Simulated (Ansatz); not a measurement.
Put TaSbSe in P4/mmm (No. 123): Ta on 1a; Sb on 1b; Se on 1c.

Level of theory: DFT PBE, scalar-relativistic, plane waves, PAW (Ansatz). Cutoff 420 eV, Γ-centred mesh, Gaussian smearing, no spin polarisation.

Formation energies are uncorrected and refer to the elements' standard structures at the same level.

Task: Which cell and coordinates does it relax to?

Result:

Space group P4/mmm (No. 123). a = 3.630 Å, b = 3.630 Å, c = 5.635 Å, α = 90.00°, β = 90.00°, γ = 90.00°
```
atom  site  symmetry       x       y       z
  Ta    1a     4/mmm  0.0000  0.0000  0.0000
  Sb    1b     4/mmm  0.0000  0.0000  0.5000
  Se    1c     4/mmm  0.5000  0.5000  0.0000
```

Ta has 4 Se at 2.57 Å and 2 Sb at 2.82 Å; around Sb lie 2 Ta at 2.82 Å; Se has 4 Ta at 2.57 Å. Another local minimum with the same sites may exist.

Task: And its energy and gap?

Result: The formation energy is +0.12 eV/atom. The gap on the 12×12×8 mesh of the 3-atom cell is 0 eV (a metal). The separate elements lie lower, so it is unstable against them.

The last run used Gaussian smearing of 0.10 eV. Spin–orbit coupling, which can matter for Sb and Ta, is left out. The reference form of Se is held partly by dispersion forces, which this level lacks. Symmetry constrained the relaxation, so the result can be a saddle point.
